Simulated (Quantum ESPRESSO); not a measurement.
# Planted mistakes on one cell of Ti2NbAlO8

These are calculations, not measurements. They come from pw.x of Quantum ESPRESSO 7.5, a plane-wave density functional program, with PseudoDojo standard norm-conserving files (v0.5 for PBE, v0.4.1 for LDA and PBEsol). The cells are made up: elements, strain and atom displacements were drawn at random, and nothing was relaxed. There is no spin polarisation, spin-orbit coupling or dispersion term.

The cell has 12 sites of a fluorite lattice. Sites 1 to 4 hold Ti Ti Nb Al; sites 5 to 12 hold O O O O O O O O. Cell vectors in Å: (4.916, 0.033, -0.002); (0.033, 4.847, 0.018); (-0.002, 0.018, 4.794). Settings: PBE, cutoff 1143 eV, 5 x 5 x 5 k mesh shifted by half a step, Fermi-Dirac smearing of 0.025 eV.

The intended run has a self-consistency threshold of 1e-07 eV, a smearing term of 0.000 eV, a pressure of 0.50 GPa and 21 iterations. Each further run changes one thing: all lengths scaled by 1.0051; atoms of sites 1 and 4 exchanged; cutoff 738 eV; files of PBEsol; k mesh 2 x 2 x 2; one electron removed; smearing 0.57 eV; threshold 0.4 eV. A coarse mesh keeps the shift, and a charged cell sits in a uniform background.

```
run  change of free energy (eV)  smearing term -TS (eV)  change of P (GPa)  largest change of a force component (eV/Å)  iterations
  A                      -1.171                  -3.454               3.68                                       0.460          17
  B                       0.151                   0.000              -3.10                                       0.135          10
  C                     -11.261                  -0.009             -23.56                                       0.719          25
  D                       3.366                   0.000             -27.98                                       0.143          23
  E                      -0.453                   0.000              -0.78                                       0.167          27
  F                       0.014                   0.000              -3.69                                       0.109          20
  G                      -0.045                   0.000               1.80                                       0.885          20
  H                      14.293                   0.000              -7.46                                       0.113          21
```

A rerun of the intended cell at 1467 eV and k mesh 7 x 7 x 7 moved values by no more than 0.003 eV in the cell's energy, 0.06 GPa in stress and 0.003 eV/Å in force.

Question: which change belongs to which run?

## Worked reading

Run B has the fewest iterations, as a run stopped early does. Run A has the largest smearing term, as wide smearing gives. Run D has a higher energy and the largest fall in pressure, as too small a basis gives. Run F changes the volume by a factor of 1.0154; minus its pressure change over the logarithm of that factor, 241 GPa, is a rough bulk modulus with clamped atoms. Energies from files of another functional, or of a charged cell, have another zero and say nothing on stability; the pressure of a charged cell rests on the program's zero of potential too.

## Key

| run | change |
| --- | --- |
| A | smearing 0.57 eV |
| B | threshold 0.4 eV |
| C | one electron removed |
| D | cutoff 738 eV |
| E | k mesh 2 x 2 x 2 |
| F | all lengths scaled by 1.0051 |
| G | atoms of sites 1 and 4 exchanged |
| H | files of PBEsol |